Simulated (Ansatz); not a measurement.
Fe (bcc, W type)

```xyz
2
Lattice="-2.8650 2.8650 2.8650 1.4325 -1.4325 1.4325 1.4325 1.4325 -1.4325" Properties=species:S:1:pos:R:3 pbc="T T T"
Fe     0.0000     0.0000     0.0000
Fe    -1.4325     1.4325     1.4325
```

In each cell atom 1 (Fe, nearest neighbour Fe at 2.481 Å; its periodic images, 2.5 Å or more away, move with it) moves by s·(1.000, 0.000, 0.000) (along Cartesian x), the rest being held.

All values below come from r2SCAN (plane waves to 500 eV, PAW, scalar-relativistic; Ansatz, a quantum-chemistry and plane-wave program). k mesh 9×18×18 (Γ-centred), Fermi-Dirac smearing 0.05 eV. E stands for the smeared free energy. With partly filled bands, energies and forces of such displacements shift with the k mesh and the smearing. F∥ is the force on the atom along that direction. On this mesh the relaxed cell isn't quite at rest: it carries a pressure of -0.2 GPa (compression positive) at the zero of the scan. Fe was relaxed with its symmetry unable to fall. Relaxed Fe ends ferromagnetic. The PAW data are Ansatz's earlier set. The magnetic order is the one the run started from; other orders were not tried. The zero of ΔE is the undisplaced structure.

```
s (Å)   ΔE (meV/cell)   F∥ (eV/Å)  moment (μB/cell)
------  -------------  ----------  ----------------
-0.740           1048       2.187              5.23
-0.592            757       1.807              5.26
-0.444            498       1.727              5.24
-0.296            250  (withheld)              5.24
-0.148     (withheld)       0.873              5.25
0.000               0       0.000              5.26
0.148      (withheld)      -0.873              5.25
0.296             250  (withheld)              5.24
0.444             498      -1.727              5.24
0.592             757      -1.807              5.26
0.740            1048      -2.187              5.23
```

Question: What belongs in the gaps?

Answer: 
- -0.296, F∥ (eV/Å): 1.555
- -0.148, ΔE (meV/cell): 65
- 0.148, ΔE (meV/cell): 65
- 0.296, F∥ (eV/Å): -1.555

(For displaced atoms, the force is minus the slope of the energy, and its curvature is a force constant, which sets phonon frequencies.)
